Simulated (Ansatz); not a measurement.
Data:

SnC:
```
CELL_PARAMETERS angstrom
      0.00000     2.39920     2.39920
      2.39920     0.00000     2.39920
      2.39920     2.39920     0.00000
ATOMIC_POSITIONS crystal
  C  0.00000 0.00000 0.00000
  Sn 0.50000 0.50000 0.50000
```

This is the PBE-relaxed structure.

Question: All from plane-wave PAW PBE (Ansatz code), unless another level is named. Give the electronic character.

Answer: metallic (no gap).

Question: And the formation energy from the elements (no fitted shifts)?

Answer: 1.31 eV/atom.

Question: Give the density of states at the Fermi level.

Answer: 0.51 states/eV per atom (mean over ±0.08 eV).

Question: Give the gap with spin–orbit coupling.

Answer: none (metallic).

Space group Fm-3m (rock salt). A made-up cell: these elements were put on the sites of a structure type; neither database checked (COD, Materials Project) lists it. Its standing as an ambient phase is unchecked. The cell was relaxed with PBE under the symmetry of its start; whether a distortion lowers the energy is not shown. The references are the lowest solids computed at this level, not always the standard phases. Scalar-relativistic: spin–orbit coupling is off unless named, which matters more the heavier the elements.

Potentials: the earlier of the program's two PAW sets.
